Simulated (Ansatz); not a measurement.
# SrNb$_{2}$Pb$_{2}$, a known structure type with other elements, at an estimated volume

```
CELL_PARAMETERS angstrom
2.32449 4.02613 0.00000
-2.32449 4.02613 0.00000
0.00000 0.00000 7.72230
ATOMIC_POSITIONS crystal
Sr 0.00000 0.00000 0.00000
Pb 0.33330 0.33340 0.63080
Pb 0.66670 0.66660 0.36920
Nb 0.33330 0.33340 0.25080
Nb 0.66670 0.66660 0.74920
```

Method: r2SCAN, no spin polarisation; PAW, plane waves to 500 eV, 8×8×5 Γ-centred mesh, fermi-dirac occupations (width 0.1 eV) (Ansatz 0.2.0), atoms fixed.

Problem. What happens at the Fermi level?

Solution. It is a metal, with about 7 states/eV a cell as the mean within 0.25 eV of the Fermi level, mostly Nb d (79 %).

Problem. Where is the largest force?

Solution. The largest is on Pb2 (and as large on other atoms): 0.95 eV/Å, components (0.00, 0.00, 0.95). It makes 71° with the line to a nearest neighbour, Nb5 at 2.84 Å.

Problem. Give the Bader charges.

Solution. Bader charges in e: Sr +1.06, Nb +0.16, Pb -0.69. In the mean Sr gives up most and Pb takes most.

Problem. Is it stable against the elements?

Solution. 1.13 eV an atom against the elements' usual phases (free molecules for gases, crystals otherwise, with no correction for O₂ or N₂), so at this geometry it isn't bound against them. Relaxing would lower it.

Origin: a known structure type with other elements, at an estimated volume, so it need not be a known compound. Caveats: many states at the Fermi level without spin polarisation, so a magnetic state may lie lower.
